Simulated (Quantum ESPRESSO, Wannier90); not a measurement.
Wannier functions of AlInN2 (chalcopyrite)

```yaml
crystal:
  lattice:
    - [4.74579, 0.00000, 0.00000]
    - [0.00000, 4.74579, 0.00000]
    - [-2.37290, -2.37290, 4.63882]
  atoms:
    - { symbol: Al, position: [0.25000, 0.75000, 0.50000] }
    - { symbol: Al, position: [0.00000, 0.00000, 0.00000] }
    - { symbol: In, position: [0.75000, 0.25000, 0.50000] }
    - { symbol: In, position: [0.50000, 0.50000, 0.00000] }
    - { symbol: N, position: [0.12500, 0.67448, 0.75000] }
    - { symbol: N, position: [0.92448, 0.87500, 0.25000] }
    - { symbol: N, position: [0.62500, 0.07552, 0.75000] }
    - { symbol: N, position: [0.32552, 0.37500, 0.25000] }
```

Cell from Materials Project (mp-1245856), symmetrised, no further relaxation. Not found in the COD (Crystallography Open Database) copy used; not checked further. Level: PBEsol, no spin polarisation, no spin-orbit coupling; pw.x of Quantum ESPRESSO at 68 Ry with PseudoDojo potentials, 6×6×6 k-points, Wannier90. Density: 8×8×8 mesh, Gaussian smearing 0.01 Ry. Spin-orbit coupling is left out although heavy elements are present.

Base run: 32 functions from bands 1-4,15-58 of the 58 computed, start hydrogen-like Al: s;p; In: s;p; N: s;p, centres 0.05 Å off the atoms, frozen window up to 2.76 eV relative to the valence-band maximum, outer window open. Bands 5–14 (In 4d 79 %, N 2s 12 %) lie between the kept ones and are excluded. Its settings: num_cg_steps = 5, trial_step = 2 and dis_mix_ratio = 0.5 (the program's defaults), conv_tol = 1.0e-6 over 4 steps, num_iter = 400, dis_conv_tol = 1.0e-6, dis_num_iter = 600. One of them is changed at a time.

| run | disentanglement steps | localisation steps | Ω_I (Å²) | Ω_total (Å²) | ended |
|---|---|---|---|---|---|
| base | 256 | 184 | 39.845 | 44.157 | converged |
| trial_step = 10.0 | 256 | 184 | 39.845 | 44.157 | converged |
| num_cg_steps = 20 | 256 | 400 | 39.845 | 44.154 | step limit |
